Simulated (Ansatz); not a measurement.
Rb4Ta4GaSe4: relaxation (Ansatz)

The input file (Ansatz 0.2.0, plane waves):

```yaml
crystal:
  lattice:
    - [0.0, 5.635392, 5.635392]
    - [5.635392, 0.0, 5.635392]
    - [5.635392, 5.635392, 0.0]
  atoms:
    - { symbol: Ta, position: [0.5985, 0.5985, 0.5985] }
    - { symbol: Ta, position: [0.2045, 0.5985, 0.5985] }
    - { symbol: Ta, position: [0.5985, 0.5985, 0.2045] }
    - { symbol: Ta, position: [0.5985, 0.2045, 0.5985] }
    - { symbol: Rb, position: [0.86367, 0.86367, 0.86367] }
    - { symbol: Rb, position: [0.40899, 0.86367, 0.86367] }
    - { symbol: Rb, position: [0.86367, 0.86367, 0.40899] }
    - { symbol: Rb, position: [0.86367, 0.40899, 0.86367] }
    - { symbol: Se, position: [0.36673, 0.36673, 0.36673] }
    - { symbol: Se, position: [0.89981, 0.36673, 0.36673] }
    - { symbol: Se, position: [0.36673, 0.36673, 0.89981] }
    - { symbol: Se, position: [0.36673, 0.89981, 0.36673] }
    - { symbol: Ga, position: [0.0, 0.0, 0.0] }
  symmetry: { tolerance: 0.0003 }
kpoints:
  mp_grid: { grid: [5, 5, 5], shift: [0, 0, 0] }
magnetization:
  spin_polarized: false
scf:
  occupations: { method: fermi_dirac, width: 0.0303 }
  lower_state_search: "off"
hamiltonian:
  pseudopotentials: { kind: paw }
  xc: r2scan
basis:
  ecutwfc: 500
  fft_grid_basis: typed
relax:
  max_steps: 60
  f_tol: 0.03
output:
  forces: true
  stress: true
  eigenvalues: true
  bader: true
  populations: true
  elf: true
  write_potential: true
  volumetric_format: npy
  dos:
    e_range: [-12, 8]
    de: 0.05
    projected: { site_lists: { Ga: [Ga], Rb: [Rb], Se: [Se], Ta: [Ta] } }
  write_density: true
checkpoint:
  read: saved_state
```

The command:

```bash
ansatz run input.yaml --threads 2 --pin off --max-ram 2560MiB --backend cpu --events-out ev --progress --plain --runs-dir out
```

Origin of the cell: a known structure type with other elements, at an estimated volume, so it need not be a known compound.

The saved state is a converged single point of the same cell.

Steps:

| step | ΔF (meV/atom) | max force component (eV/Å) | SCF iterations | step was |
| --- | --- | --- | --- | --- |
| 1 | 0.0 | 3.087 | 8 | accepted |
| 2 | -279.6 | 2.049 | 8 | accepted |
| 3 | -381.4 | 1.399 | 8 | accepted |
| 4 | -400.5 | 0.153 | 7 | accepted |
| 5 | -401.2 | 0.012 | 7 | accepted |
| 6 | -401.2 | 0.012 | 2 | accepted |

Step 1, with forces in eV/Å:

```xyz
13
Lattice="0.000 5.635 5.635 5.635 0.000 5.635 5.635 5.635 0.000" Properties=species:S:1:pos:R:3:forces:R:3 pbc="T T T" step=1
Ta    6.746    6.746    6.746   -3.087   -3.087   -3.087
Ta    6.746    4.525    4.525   -3.087    3.087    3.087
Ta    4.525    4.525    6.746    3.087    3.087   -3.087
Ta    4.525    6.746    4.525    3.087   -3.087    3.087
Rb    9.734    9.734    9.734   -0.093   -0.093   -0.093
Rb    9.734    7.172    7.172   -0.093    0.093    0.093
Rb    7.172    7.172    9.734    0.093    0.093   -0.093
Rb    7.172    9.734    7.172    0.093   -0.093    0.093
Se    4.133    4.133    4.133    0.547    0.547    0.547
Se    4.133    7.137    7.137    0.547   -0.547   -0.547
Se    7.137    7.137    4.133   -0.547   -0.547    0.547
Se    7.137    4.133    7.137   -0.547    0.547   -0.547
Ga    0.000    0.000    0.000    0.000    0.000    0.000
```

Step 2, with forces in eV/Å:

```xyz
13
Lattice="0.000 5.635 5.635 5.635 0.000 5.635 5.635 5.635 0.000" Properties=species:S:1:pos:R:3:forces:R:3 pbc="T T T" step=2
Ta    6.633    6.633    6.633   -2.049   -2.049   -2.049
Ta    6.633    4.638    4.638   -2.049    2.049    2.049
Ta    4.638    4.638    6.633    2.049    2.049   -2.049
Ta    4.638    6.633    4.638    2.049   -2.049    2.049
Rb    9.728    9.728    9.728   -0.225   -0.225   -0.225
Rb    9.728    7.178    7.178   -0.225    0.225    0.225
Rb    7.178    7.178    9.728    0.225    0.225   -0.225
Rb    7.178    9.728    7.178    0.225   -0.225    0.225
Se    4.146    4.146    4.146   -0.522   -0.522   -0.522
Se    4.146    7.125    7.125   -0.522    0.522    0.522
Se    7.125    7.125    4.146    0.522    0.522   -0.522
Se    7.125    4.146    7.125    0.522   -0.522    0.522
Ga    0.000    0.000    0.000    0.000    0.000    0.000
```

Step 3, with forces in eV/Å:

```xyz
13
Lattice="0.000 5.635 5.635 5.635 0.000 5.635 5.635 5.635 0.000" Properties=species:S:1:pos:R:3:forces:R:3 pbc="T T T" step=3
Ta    6.520    6.520    6.520    1.399    1.399    1.399
Ta    6.520    4.751    4.751    1.399   -1.399   -1.399
Ta    4.751    4.751    6.520   -1.399   -1.399    1.399
Ta    4.751    6.520    4.751   -1.399    1.399   -1.399
Rb    9.706    9.706    9.706   -0.138   -0.138   -0.138
Rb    9.706    7.200    7.200   -0.138    0.138    0.138
Rb    7.200    7.200    9.706    0.138    0.138   -0.138
Rb    7.200    9.706    7.200    0.138   -0.138    0.138
Se    4.100    4.100    4.100   -0.395   -0.395   -0.395
Se    4.100    7.171    7.171   -0.395    0.395    0.395
Se    7.171    7.171    4.100    0.395    0.395   -0.395
Se    7.171    4.100    7.171    0.395   -0.395    0.395
Ga    0.000    0.000    0.000    0.000    0.000    0.000
```

Step 4, with forces in eV/Å:

```xyz
13
Lattice="0.000 5.635 5.635 5.635 0.000 5.635 5.635 5.635 0.000" Properties=species:S:1:pos:R:3:forces:R:3 pbc="T T T" step=4
Ta    6.548    6.548    6.548   -0.045   -0.045   -0.045
Ta    6.548    4.723    4.723   -0.045    0.045    0.045
Ta    4.723    4.723    6.548    0.045    0.045   -0.045
Ta    4.723    6.548    4.723    0.045   -0.045    0.045
Rb    9.699    9.699    9.699   -0.025   -0.025   -0.025
Rb    9.699    7.207    7.207   -0.025    0.025    0.025
Rb    7.207    7.207    9.699    0.025    0.025   -0.025
Rb    7.207    9.699    7.207    0.025   -0.025    0.025
Se    4.093    4.093    4.093   -0.153   -0.153   -0.153
Se    4.093    7.178    7.178   -0.153    0.153    0.153
Se    7.178    7.178    4.093    0.153    0.153   -0.153
Se    7.178    4.093    7.178    0.153   -0.153    0.153
Ga    0.000    0.000    0.000    0.000    0.000    0.000
```

Step 6, with forces in eV/Å:

```xyz
13
Lattice="0.000 5.635 5.635 5.635 0.000 5.635 5.635 5.635 0.000" Properties=species:S:1:pos:R:3:forces:R:3 pbc="T T T" step=6
Ta    6.546    6.546    6.546    0.009    0.009    0.009
Ta    6.546    4.725    4.725    0.009   -0.009   -0.009
Ta    4.725    4.725    6.546   -0.009   -0.009    0.009
Ta    4.725    6.546    4.725   -0.009    0.009   -0.009
Rb    9.695    9.695    9.695    0.012    0.012    0.012
Rb    9.695    7.211    7.211    0.012   -0.012   -0.012
Rb    7.211    7.211    9.695   -0.012   -0.012    0.012
Rb    7.211    9.695    7.211   -0.012    0.012   -0.012
Se    4.084    4.084    4.084    0.000    0.000    0.000
Se    4.084    7.187    7.187    0.000    0.000    0.000
Se    7.187    7.187    4.084    0.000    0.000    0.000
Se    7.187    4.084    7.187    0.000    0.000    0.000
Ga    0.000    0.000    0.000    0.000    0.000    0.000
```

```
Free energy lowered by  : 401.2 meV/atom
Final pressure          : 8.72 GPa
Relaxation steps listed : 6
```

Caveats: no moments, though an odd count or open d shells may carry them; no spin-orbit coupling, though heavy elements are present; the SCF threshold is looser than advised for a stress; the relaxation held the start's symmetry, so the end may be a saddle point.

The run took 5.5 min on 2 threads of Arm Neoverse V2 (shared host), peak memory 1.7 GiB, from a saved density.
